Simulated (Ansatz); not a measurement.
## Two states of GdCo$_{3}$B$_{2}$

```yaml
crystal:
  lattice:
    - [5.11456, 0.00000, 0.00000]
    - [-2.55728, 4.42934, 0.00000]
    - [0.00000, 0.00000, 3.05216]
  atoms:
    - { symbol: Co, position: [0.50000, 0.00000, 0.50000] }
    - { symbol: Co, position: [0.50000, 0.50000, 0.50000] }
    - { symbol: Co, position: [0.00000, 0.50000, 0.50000] }
    - { symbol: Gd, position: [0.00000, 0.00000, 0.00000] }
    - { symbol: B, position: [0.33330, 0.66670, 0.00000] }
    - { symbol: B, position: [0.66660, 0.33330, 0.00000] }
```

The numbers come from plane-wave PAW DFT (Ansatz): r2SCAN, 500 eV, 5×5×8 Γ-centred k points, fermi-dirac occupations (width 0.0322 eV). Nothing was relaxed.

State A: Co1 up, Co2 down, Co3 up, Gd4 down (collinear spin). State B: Co1 up, Co2 up, Co3 up, Gd4 up (collinear spin).

Q: Compare the two self-consistent states.

A: State A is lower by 19.5 meV an atom at zero smearing.

```json
{"state": "A", "free energy (meV/atom)": "0.0", "largest moment in a small sphere (μB)": "7.10", "net moment (μB/cell)": "6.48", "gap on mesh (eV)": "metal", "pressure (GPa)": "-10.3", "largest force (eV/Å)": "0.01"}
{"state": "B", "free energy (meV/atom)": "19.8", "largest moment in a small sphere (μB)": "6.97", "net moment (μB/cell)": "8.18", "gap on mesh (eV)": "metal", "pressure (GPa)": "-11.7", "largest force (eV/Å)": "0.00"}
```

Origin: a database entry at a rescaled volume. Caveats: atoms or cell far from equilibrium; f shells without a U or exact exchange are poorly placed.
